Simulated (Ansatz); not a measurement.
Here is the system:

NbB2:
```
NbB2
1.0
   -1.61590     1.61590     3.05496
    1.61590    -1.61590     3.05496
    1.61590     1.61590    -3.05496
Nb B
1 2
Direct
  0.00000   0.00000   0.00000
  0.36950   0.36950   0.00000
  0.63050   0.63050   0.00000
```

This is the PBEsol-relaxed structure.

**Question.** All from PBEsol (plane waves, PAW; program Ansatz), unless another level is named. Give the highest zone-centre frequency.

**Answer.** 1080 cm⁻¹.

**Question.** Predict the bulk modulus (Birch–Murnaghan fit).

**Answer.** 214 GPa.

Space group I4/mmm (MoSi2 or CaC2 type). The cell is a constructed one: a structure type filled with these elements; neither database checked (COD, Materials Project) lists it. COD files the formula under space group No. 191. Its standing as an ambient phase is unchecked. Symmetry was held in the PBEsol relaxation; its stability against distortions is not shown here. The run is not spin-polarised. As this level gives no gap, phonon frequencies hold no LO–TO term and depend on the k-mesh and smearing (Fermi–Dirac, 0.1 eV here).

Potentials: the earlier of the program's two PAW sets. The files were generated under PBE; for other functionals the program regenerates the frozen cores, and for LDA and PBEsol the local potential too.
